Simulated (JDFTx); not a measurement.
System: Mo(100) (Im-3m bulk; lattice of mp-129, not re-optimised at this level), 1x1 cell of 6 atoms in 6 planes, area 10.03 Å² a face, 7.5 Å between the outermost planes in a cell 23.9 Å high; k mesh 8×8×1, Fermi width 0.01 Ha, no spin polarisation.

Computed with a modified build of JDFTx: PBE, GBRV ultrasoft potentials, plane waves to 20/100 Ha. Liquid: CANDLE, acetonitrile, 1 M KCl. The neutral cell holds 84 valence electrons and has two faces of 10.034 Å² each. Last filling lines of the neutral and of a charged run (μ in hartree, zero in the bulk liquid):

```
FillingsUpdate:  mu: -0.132683841  nElectrons: 84.000000
FillingsUpdate:  mu: -0.153980000  nElectrons: 83.874613
```

Worked example: both potentials, by the convention U = −μ/e − 4.44 V vs SHE, the surface charge density and the mean capacitance.

U_pzc = 0.13268 × 27.2114 − 4.44 = -0.83 V; U = 0.15398 × 27.2114 − 4.44 = -0.25 V. The cell has -0.1254 excess electrons, a net charge of 0.1254 e, shared by two faces: σ = 0.1254 e / (2 × 10.034 Å²) = 0.00625 e/Å² = 10.0 μC/cm² (1 e/Å² = 1602.18 μC/cm²). C = σ/(U − U_pzc) = 10.0/0.58 ≈ 17 μF/cm². In this non-aqueous liquid the SHE scale is nominal.
